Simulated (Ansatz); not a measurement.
Space group P6_3/mmc (No. 194). a = 3.190 Å, b = 3.190 Å, c = 5.117 Å, α = 90.00°, β = 90.00°, γ = 120.00°
```csv
atom,site,symmetry,x,y,z
Mg,2c,-6m2,0.3333,0.6667,0.2500
```

Equation of state of this Mg structure (not necessarily the ground state), with shape and atoms relaxed at each volume where symmetry leaves them free. It has no gap at any of these volumes. Computed with DFT r2SCAN, scalar-relativistic, plane waves, PAW in Ansatz 0.2.0.

Cutoff 500 eV; k points 18×18×8 on the computed 2-atom cell (Γ-centred); Gaussian smearing, width 0.10 eV; no spin polarisation.

```json
{"V (Å³/atom)": "21.189", "E − E(largest V) (meV/atom)": "2.19", "P (GPa)": "2.81"}
{"V (Å³/atom)": "21.865", "E − E(largest V) (meV/atom)": "-6.37", "P (GPa)": "1.32"}
{"V (Å³/atom)": "22.541", "E − E(largest V) (meV/atom)": "-9.08", "P (GPa)": "0.03"}
{"V (Å³/atom)": "23.218", "E − E(largest V) (meV/atom)": "-6.72", "P (GPa)": "-1.08"}
{"V (Å³/atom)": "23.894", "E − E(largest V) (meV/atom)": "0.00", "P (GPa)": "-2.04"}
```

Task: Fit a third-order Birch–Murnaghan equation to E(V).

Result: V0 = 22.55 Å³/atom, B0 = 40 GPa, B0' = 3.9.

Cost: 5 runs of about 2.2 core-minutes in all, on Arm Neoverse V2 (shared hosts).